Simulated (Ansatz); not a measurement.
Geometry optimisation in Ansatz: input, command and trajectory.

```yaml
crystal:
  lattice:
    - [4.2384929645, 0.0, 0.0]
    - [-2.1192464823, 3.670642581, 0.0]
    - [0.0, 0.0, 5.7281377966]
  atoms:
    - { symbol: Te, position: [0.3333333333, 0.6666666667, 0.25] }
    - { symbol: Te, position: [0.6666666667, 0.3333333333, 0.75] }
    - { symbol: Pd, position: [0.0, 0.0, 0.0] }
    - { symbol: Pd, position: [0.0, 0.0, 0.5] }
basis:
  ecutwfc: 420
kpoints:
  mp_grid: { grid: [12, 12, 8] }
hamiltonian:
  xc: pbesol
scf:
  occupations: { method: gaussian, width: 0.1 }
output:
  forces: true
  stress: true
  eigenvalues: true
relax:
  adjacent_minimum: "off"
  f_tol: 0.01
  max_steps: 30
  cell: { stress_tol: 0.1, fix: [volume] }
```

```bash
ansatz run input.yaml --threads 1 --pin off --max-ram 2560MiB --backend cpu --events-out ev --progress --plain --runs-dir out
```

Theory: Ansatz, DFT PBEsol, scalar-relativistic, plane waves, PAW.

The volume is held at 1.06 times that of the relaxed cell.

Of 3 frames 3 are shown, positions in Å and forces in eV/Å; the SCF threshold varies from step to step. Steps run on the plane waves of an earlier cell, with a Pulay correction in the pressure. The basis is chosen afresh for the last frame, the zero of the energies, and at times for earlier ones too; energy and pressure step there, also at an unchanged geometry.

```xyz
4
Lattice="4.2385 0.0000 0.0000 -2.1192 3.6706 0.0000 0.0000 0.0000 5.7281" Properties=species:S:1:pos:R:3:forces:R:3 pbc="T T T" step=1 free_energy_over_end_meV_per_atom=0.01 pressure_GPa=-5.82
Te    0.0000    2.4471    1.4320    0.0000    0.0000    0.0000
Te    2.1192    1.2235    4.2961    0.0000    0.0000    0.0000
Pd    0.0000    0.0000    0.0000    0.0000    0.0000    0.0000
Pd    0.0000    0.0000    2.8641    0.0000    0.0000    0.0000
4
Lattice="4.2350 0.0000 0.0000 -2.1175 3.6676 0.0000 0.0000 0.0000 5.7376" Properties=species:S:1:pos:R:3:forces:R:3 pbc="T T T" step=2 free_energy_over_end_meV_per_atom=0.00 pressure_GPa=-5.82
Te    0.0000    2.4451    1.4344    0.0000    0.0000    0.0000
Te    2.1175    1.2225    4.3032    0.0000    0.0000    0.0000
Pd    0.0000    0.0000    0.0000    0.0000    0.0000    0.0000
Pd    0.0000    0.0000    2.8688    0.0000    0.0000    0.0000
4
Lattice="4.2350 0.0000 0.0000 -2.1175 3.6676 0.0000 0.0000 0.0000 5.7376" Properties=species:S:1:pos:R:3:forces:R:3 pbc="T T T" step=3 free_energy_over_end_meV_per_atom=0.00 pressure_GPa=-5.82
Te    0.0000    2.4451    1.4344    0.0000    0.0000    0.0000
Te    2.1175    1.2225    4.3032    0.0000    0.0000    0.0000
Pd    0.0000    0.0000    0.0000    0.0000    0.0000    0.0000
Pd    0.0000    0.0000    2.8688    0.0000    0.0000    0.0000
```

It took 49 s on 1 thread of Arm Neoverse V2, on a shared host, peak memory 0.52 GiB.